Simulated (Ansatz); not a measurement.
Below is a relaxed structure of SbO5. The cell was found from a structure generator's guess, not taken from experiment.

Computed with Ansatz 0.2.0, DFT PBE, scalar-relativistic, plane waves, PAW. Cutoff 420 eV, Γ-centred mesh, Gaussian smearing, no spin polarisation.

```
CELL_PARAMETERS angstrom
4.63149 0.00000 0.00000
-2.31575 4.01099 0.00000
0.00000 0.00000 4.06361
ATOMIC_POSITIONS crystal
Sb 0.00000 0.00000 0.00000
O 0.33333 0.66667 0.16427
O 0.33333 0.66667 0.83573
O 0.66667 0.33333 0.83573
O 0.66667 0.33333 0.16427
O 0.00000 0.00000 0.50000
```

Energies over the elements count from the elements' standard structures at the same level (O₂ as a molecule), with no fitted energy shifts.

(1) What space group does it have?

(2) What is its formation energy per atom?

(3) Is it a metal?

## Answers

(1) P6/mmm (No. 191). Conventional cell: a = 4.631 Å, c = 4.064 Å. Around Sb lie 2 O at 2.03 Å; around O on a site of symmetry 3m lies 1 O at 1.34 Å; O on a site of symmetry 6/mmm has 2 Sb at 2.03 Å.

(2) +0.13 eV/atom. The separate elements lie lower, so it is unstable against them.

(3) Yes, bands cross the Fermi level on the 12×12×10 mesh.

The last run used a 12×12×10 mesh (in the run's order of axes) for its 6-atom cell and Gaussian smearing of 0.10 eV. Weakly bound directions are ill-defined at this level, which has no dispersion term. These runs have no spin–orbit coupling, which can matter for Sb. An odd number of electrons in the primitive cell allows no gap without spin; a larger cell or a magnetic state could open one. The cell is a metal run without spin; a magnetic state may lie lower. A structure relaxed within its symmetry needn't be a true minimum.
